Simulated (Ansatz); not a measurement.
CuI (zinc blende)

```xyz
2
Lattice="0.0000 3.0397 3.0397 3.0397 0.0000 3.0397 3.0397 3.0397 0.0000" Properties=species:S:1:pos:R:3 pbc="T T T"
I      4.5595     4.5595     4.5595
Cu     0.0000     0.0000     0.0000
```

Equation-of-state scan: isotropic scaling of the cell above, V₀ being its volume. Symmetry pins the atoms to their sites.

These are PBE (plane waves to 420 eV, PAW, scalar-relativistic; Ansatz, a quantum-chemistry and plane-wave program) values and carry that method's errors. k mesh 9×9×9 (Γ-centred), Fermi-Dirac smearing 0.05 eV. Compression counts positive. CuI is run without spin polarisation. CuI was relaxed with its symmetry unable to fall. Spin-orbit coupling is left out, though I is heavy.

At one point of the scan the stress tensor (GPa) is:

```
  -0.91     0.00     0.00
   0.00    -0.91     0.00
   0.00     0.00    -0.91
```

Task: Which point is it?
(A) V/V₀ = 1.050
(B) V/V₀ = 1.075
(C) V/V₀ = 1.025
(D) V/V₀ = 1.100

Result: C, V/V₀ = 1.025

(Under strain, the slope of the energy per volume gives the stress and its curvature an elastic modulus.)
